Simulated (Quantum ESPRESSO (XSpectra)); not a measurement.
Quantum ESPRESSO (XSpectra) run for X-ray absorption at the Ga K edge of GaBO3 (R-3c). Geometry: Materials Project entry mp-1078259 (a computed structure). The cell is the entry's, not relaxed again. The ground-state test found a gap, so occupations are fixed and the excited electron is left out (charged cell on a uniform background); energies count from the highest occupied level. pw.x input:

```
&CONTROL
  calculation = 'scf'
  prefix = 'x'
  pseudo_dir = './pseudo'
  outdir = './out'
/
&SYSTEM
  ibrav = 0
  nat = 40
  ntyp = 4
  ecutwfc = 70
  tot_charge = 1
  occupations = 'fixed'
/
&ELECTRONS
  conv_thr = 4.0e-07
  mixing_beta = 0.4
/
ATOMIC_SPECIES
Gah 69.723 Ga.lda-tm-gipaw-star1s.UPF
Ga 69.723 Ga.lda-tm-gipaw.UPF
B 10.810 B.lda-tm-gipaw.UPF
O 15.999 O.lda-tm-gipaw.UPF
CELL_PARAMETERS angstrom
   0.000000000    5.284325347    4.737933000
   4.576359993   -2.642162674    4.737933000
   4.576359993    2.642162674   -4.737933000
ATOMIC_POSITIONS crystal
Gah    0.500000000    0.500000000    0.500000000
Ga     0.500000000    1.000000000    0.000000000
Ga     0.000000000    0.500000000    0.000000000
Ga     0.000000000    1.000000000    0.500000000
Ga     0.000000000    0.000000000    0.000000000
Ga     1.000000000    0.500000000    0.500000000
Ga     0.500000000    1.000000000    0.500000000
Ga     0.500000000    0.500000000    0.000000000
B      0.250000000    0.250000000    0.750000000
B      0.250000000    0.750000000    0.250000000
B      0.750000000    0.250000000    0.250000000
B      0.750000000    0.750000000    0.750000000
B      0.750000000    0.750000000    0.250000000
B      0.750000000    0.250000000    0.750000000
B      0.250000000    0.750000000    0.750000000
B      0.250000000    0.250000000    0.250000000
O      0.750000000    0.599446000    0.599446000
O      0.750000000    0.099446000    0.099446000
O      0.250000000    0.599446000    0.099446000
O      0.250000000    0.099446000    0.599446000
O      0.250000000    0.400554000    0.400554000
O      0.250000000    0.900554000    0.900554000
O      0.750000000    0.400554000    0.900554000
O      0.750000000    0.900554000    0.400554000
O      0.599446000    0.400554000    0.250000000
O      0.599446000    0.900554000    0.750000000
O      0.099446000    0.400554000    0.750000000
O      0.099446000    0.900554000    0.250000000
O      0.400554000    0.599446000    0.750000000
O      0.400554000    0.099446000    0.250000000
O      0.900554000    0.599446000    0.250000000
O      0.900554000    0.099446000    0.750000000
O      0.400554000    0.750000000    0.400554000
O      0.400554000    0.250000000    0.900554000
O      0.900554000    0.750000000    0.900554000
O      0.900554000    0.250000000    0.400554000
O      0.599446000    0.250000000    0.599446000
O      0.599446000    0.750000000    0.099446000
O      0.099446000    0.250000000    0.099446000
O      0.099446000    0.750000000    0.599446000
K_POINTS automatic
2 2 2 0 0 0
```

xspectra.x input:

```
&input_xspectra
  calculation = 'xanes_dipole'
  edge = 'K'
  prefix = 'x'
  outdir = './out'
  xonly_plot = .false.
  xiabs = 1
  xcoordcrys = .false.
  xepsilon(1) = 1.0
  xepsilon(2) = 0.0
  xepsilon(3) = 0.0
  xniter = 1500
  xcheck_conv = 50
  xerror = 0.002
  x_save_file = 'x0.sav'
/
&plot
  xnepoint = 451
  xemin = -5.0
  xemax = 40.0
  xgamma = 1.5
  terminator = .true.
  cut_occ_states = .true.
/
&pseudos
  filecore = 'core.wfc'
/
&cut_occ
  cut_desmooth = 0.1
  cut_stepl = 0.01
  cut_ierror = 1e-6
/
3 3 3 1 1 1
```

End of the pw.x output:

```

   -13.6051 -13.3636 -13.0872 -13.0872 -12.9151 -12.9151 -12.8348 -12.6464
   -11.8266 -11.7359 -11.7359 -11.6827 -11.6504 -11.6504 -11.2685 -11.2685
   -11.2529 -11.2164 -11.2164 -11.1373 -11.0032 -11.0032 -10.9914 -10.9914
    -3.1246  -1.7351  -1.5670  -1.5670  -1.5405  -1.4545  -1.3948  -1.3948
    -0.3380  -0.3380  -0.1853  -0.0635  -0.0635  -0.0399   0.1393   0.1393
     0.1613   0.1613   0.4577   0.4577   0.5031   0.5031   0.5310   0.5375
     0.8203   0.9498   1.3052   1.3201   1.3201   1.3517   1.3743   1.3743
     2.1366   2.1366   2.1939   2.1939   2.2663   2.3667   2.9482   3.0160
     3.2644   3.2644   3.3146   3.4244   3.4244   3.4807   3.5877   3.5877
     3.6157   3.6157   4.0858   4.2938   4.2938   4.3914   4.3914   4.4807
     4.5472   4.5632   4.5632   4.6735   4.6735   4.8031   5.1329   5.1329
     5.1454   5.1454   5.5229   5.5229   5.5407   5.5871   5.5871   5.6326

     highest occupied level (ev):     5.7949

!    total energy              =   -1071.63455594 Ry
     estimated scf accuracy    <       0.00000038 Ry

     The total energy is the sum of the following terms:
     one-electron contribution =    -198.69568828 Ry
     hartree contribution      =     221.63660805 Ry
     xc contribution           =    -415.74132399 Ry
     ewald contribution        =    -678.83415173 Ry

     convergence has been achieved in  11 iterations

     XML data file, charge density, pseudopotentials, collected wavefunctions
```

xspectra.x output, shortened:

```
... Begin STEP 1 ...

        Radial transition matrix element(s) used in the calculation of the
        initial vector of the Lanczos basis (|tilde{phi}_abs> normalized)
        | For PAW proj. (l=1) #1: radial matrix element =   0.003666168
        | For PAW proj. (l=1) #2: radial matrix element =   0.004469253

NB: the     7 k-point are not all listed below because npool=  4
        |-------------------------------------------------------------
        ! k-point #     1:  ( 0.2585,  0.1492,  0.0832),  0.0741,   1
        |-------------------------------------------------------------
 okvan= F
        |   Norm of the initial Lanczos vector: 0.29712870E-02
        !   => CONVERGED at iter    300 with error=  0.00114216
        |-------------------------------------------------------------
        ! k-point #     2:  ( 0.5170,  0.2985, -0.0832),  0.0741,   1
        |-------------------------------------------------------------
 okvan= F
        |   Norm of the initial Lanczos vector: 0.29712887E-02
        !   => CONVERGED at iter    250 with error=  0.00147456
        |-------------------------------------------------------------
        ! k-point #     3:  ( 0.7754,  0.4477, -0.2497),  0.0741,   1
        |-------------------------------------------------------------
 okvan= F
        |   Norm of the initial Lanczos vector: 0.29712788E-02
        !   => CONVERGED at iter    300 with error=  0.00088232
        |-------------------------------------------------------------

        ...
... Begin STEP 2 ...

     The spectrum is calculated using the following parameters:
        energy-zero of the spectrum [eV]:    5.7949
        the occupied states are elimintate from the spectrum
        xemin [eV]:  -5.00
        xemax [eV]:  40.00
        xnepoint:  451
        constant broadening parameter [eV]:    1.500
        Core level energy [eV]: -0.1037E+05
         (from electron binding energy of neutral atoms in X-ray data booklet)

     Cross-section successfully written in xanes.dat

     ... End STEP 2 ...

     xanes        :     10.25s CPU     10.33s WALL (       1 calls)

     -------------------------------------------------------------------------
                                END JOB XSpectra
     -------------------------------------------------------------------------
```

xanes.dat for the field along x, every fifth line (energy in eV, cross section):

```
   -5.000   5.6680e-05
   -4.500   6.0690e-05
   -4.000   6.5170e-05
   -3.500   7.0200e-05
   -3.000   7.5890e-05
   -2.500   8.2360e-05
   -2.000   8.9760e-05
   -1.500   9.8300e-05
   -1.000   1.0820e-04
   -0.500   1.1990e-04
    0.000   1.3360e-04
    0.500   1.5020e-04
    1.000   1.7020e-04
    1.500   1.9490e-04
    2.000   2.2600e-04
    2.500   2.6590e-04
    3.000   3.1820e-04
    3.500   3.8840e-04
    4.000   4.8470e-04
    4.500   6.1800e-04
    5.000   7.9650e-04
    5.500   1.0130e-03
    6.000   1.2450e-03
    6.500   1.4880e-03
    7.000   1.7680e-03
    7.500   2.0900e-03
    8.000   2.3800e-03
    8.500   2.4920e-03
    9.000   2.3860e-03
    9.500   2.1690e-03
   10.000   1.9530e-03
   10.500   1.7720e-03
   11.000   1.6110e-03
   11.500   1.4490e-03
   12.000   1.2750e-03
   12.500   1.1000e-03
   13.000   9.4790e-04
   13.500   8.2880e-04
   14.000   7.4490e-04
   14.500   6.9250e-04
   15.000   6.6350e-04
   15.500   6.5030e-04
   16.000   6.4880e-04
   16.500   6.5420e-04
   17.000   6.6280e-04
   17.500   6.7790e-04
   18.000   7.0860e-04
   18.500   7.6020e-04
   19.000   8.2250e-04
   19.500   8.7120e-04
   20.000   8.8710e-04
   20.500   8.7470e-04
   21.000   8.5670e-04
   21.500   8.4610e-04
   22.000   8.3580e-04
   22.500   8.1280e-04
   23.000   7.7860e-04
   23.500   7.4540e-04
   24.000   7.1530e-04
   24.500   6.7870e-04
   25.000   6.3070e-04
   25.500   5.7780e-04
   26.000   5.2900e-04
   26.500   4.8820e-04
   27.000   4.5600e-04
   27.500   4.3350e-04
   28.000   4.1930e-04
   28.500   4.0960e-04
   29.000   4.0190e-04
   29.500   3.9760e-04
   30.000   3.9810e-04
   30.500   4.0200e-04
   31.000   4.0580e-04
   31.500   4.0750e-04
   32.000   4.0940e-04
   32.500   4.1430e-04
   33.000   4.1980e-04
   33.500   4.2020e-04
   34.000   4.1410e-04
   34.500   4.0620e-04
   35.000   4.0000e-04
   35.500   3.9610e-04
   36.000   3.9460e-04
   36.500   3.9720e-04
   37.000   4.0560e-04
   37.500   4.1860e-04
   38.000   4.3170e-04
   38.500   4.3980e-04
   39.000   4.4110e-04
   39.500   4.3670e-04
   40.000   4.2790e-04
```
